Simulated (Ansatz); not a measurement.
Relaxed-ion elastic tensor of AlNi (CsCl type, Pm-3m) in GPa (Voigt order), DFT-LDA in the program Ansatz with PAW potentials; density 6.26 g/cm³, 11.36 Å³ per atom.

```
     1    2    3    4    5    6
-  ---  ---  ---  ---  ---  ---
1  241  158  158  0.0  0.0  0.0
2  158  241  158  0.0  0.0  0.0
3  158  158  241  0.0  0.0  0.0
4  0.0  0.0  0.0  133  0.0  0.0
5  0.0  0.0  0.0  0.0  133  0.0
6  0.0  0.0  0.0  0.0  0.0  133
```

### Question
Is the crystal mechanically stable?

### Answer
Yes: the smallest eigenvalue of C is 82.9 GPa.

### Question
Work out the Voigt, Reuss and Hill averages.

### Answer
K_V = 186, K_R = 186, K_H = 186; G_V = 96.6, G_R = 70.7, G_H = 83.6 GPa.

### Question
Give Young's modulus, Poisson's ratio, Pugh's ratio and the universal anisotropy index.

### Answer
E = 9KG/(3K + G) = 218 GPa; ν = 0.30; K/G = 2.22 (ductile by the Pugh limit of 1.75); A_U = 5G_V/G_R + K_V/K_R − 6 = 1.83.

### Question
Estimate the sound speeds and the Debye temperature.

### Answer
v_l = √((K + 4G/3)/ρ) = 6890 m/s, v_t = √(G/ρ) = 3660 m/s, mean 4090 m/s; Θ = (h/k)(3n/4πV)^(1/3) v_m = 541 K.

### Question
Give the Zener ratio and Young's modulus along [100], [110] and [111].

### Answer
A = 2C44/(C11 − C12) = 3.22; 1/E = S11 − 2(S11 − S12 − S44/2)Γ with Γ = 0, 1/4, 1/3 gives 116, 223, 323 GPa.

The cell was relaxed with LDA under the symmetry of its start; of distortions, only those at the zone centre were tested. No spin polarisation was allowed. As this level gives no gap, shear constants depend on the k-mesh and smearing (Fermi–Dirac, 0.1 eV here).

Potentials: the later of the program's two PAW sets.
